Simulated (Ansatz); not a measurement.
## Ag: from a starting cell to a relaxed one

The start is a relaxed Ag cell, doubled along one cell vector, shaken by Gaussian noise of σ = 0.08 Å a coordinate. The structure is fully relaxed (lattice and positions, P = 0) with PBE (plane waves to 420 eV, PAW, scalar-relativistic; Ansatz, an electronic-structure program). The first steps use a coarse 13×7×9 k-mesh.

The start:
```
CELL_PARAMETERS angstrom
     -2.66238     2.66238     1.39439
      5.32476    -5.32476     2.78878
      2.66238     2.66238    -1.39439
ATOMIC_POSITIONS crystal
  Ag 0.75325 0.11853 0.50399
  Ag 0.73564 0.62526 0.49934
  Ag 0.02610 0.01508 0.97258
  Ag 0.05776 0.52379 0.03681
```

```yaml
largest_initial_force: 1.06 eV/Å, on Ag2 (atoms numbered as listed)
energy_released: 0.28 eV/atom
volume_change: -9.7 %, from 19.77 to 17.84 Å³/atom
relative_to_the_parent: "It does not go back: it reaches Fm-3m (No. 225), fcc (Cu type), 0.24 eV/atom below the parent"
Shortest distances (start → end): "The closest pairs of elements (up to four, under 3.6 Å), start → end: Ag–Ag 2.56 → 2.93 Å"
optimiser_moves: 19
```

Final values are on a 19×19×19 k-mesh of the relaxed cell. No spin polarisation in the result.

Of the parent cell (I4₁/amd (No. 141)): it is a generated cell of Ag: the first start was made by placing the elements on the sites of a structure type, and the end was not matched to a known phase here, so it may be hypothetical. Known forms of Ag include space group No. 225.
